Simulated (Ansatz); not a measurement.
MoS$_{2}$:
```cif
data_Mo3S6
_chemical_formula_sum 'Mo3 S6'
_space_group_name_H-M_alt 'R3m :H'
_space_group_IT_number 160
_space_group_name_Hall 'R 3 -2"'
_cell_length_a 3.17624
_cell_length_b 3.17624
_cell_length_c 18.67134
_cell_angle_alpha 90.000
_cell_angle_beta 90.000
_cell_angle_gamma 120.000
loop_
_atom_site_label
_atom_site_type_symbol
_atom_site_symmetry_multiplicity
_atom_site_Wyckoff_symbol
_atom_site_fract_x
_atom_site_fract_y
_atom_site_fract_z
_atom_site_occupancy
Mo1 Mo 3 a 0.00000 0.00000 0.00023 1
S1 S 3 a 0.00000 0.00000 0.58374 1
S2 S 3 a 0.00000 0.00000 0.75001 1
```
(The calculation used a cell of 3 atoms; values per cell refer to that cell.)

Relaxed with r²SCAN+D4.

Problem. Give the optical modes at the zone centre with their infrared activity from DFPT, r²SCAN+D4 in the plane-wave PAW code Ansatz.

Solution. Transverse frequencies, without the LO–TO term; a row sums one degenerate level.

| ω (cm⁻¹) | degeneracy | IR ((D/Å)²/amu) | activity | symmetry |
|---|---|---|---|---|
| 288 | 2 | 0.00 | IR-inactive | E |
| 384 | 2 | 0.89 | IR | E |
| 417 | 1 | 0.00 | IR-inactive | A1 |
| 470 | 1 | 0.15 | IR | A1 |

Problem. How high does the top mode go among those that the LO–TO term moves?

Solution. 386 cm⁻¹ for q along x, 386 cm⁻¹ for q along y, 471 cm⁻¹ for q along z.

Symmetry was held in the r²SCAN+D4 relaxation. No spin polarisation was allowed.

Potentials: the earlier of the program's two PAW sets.
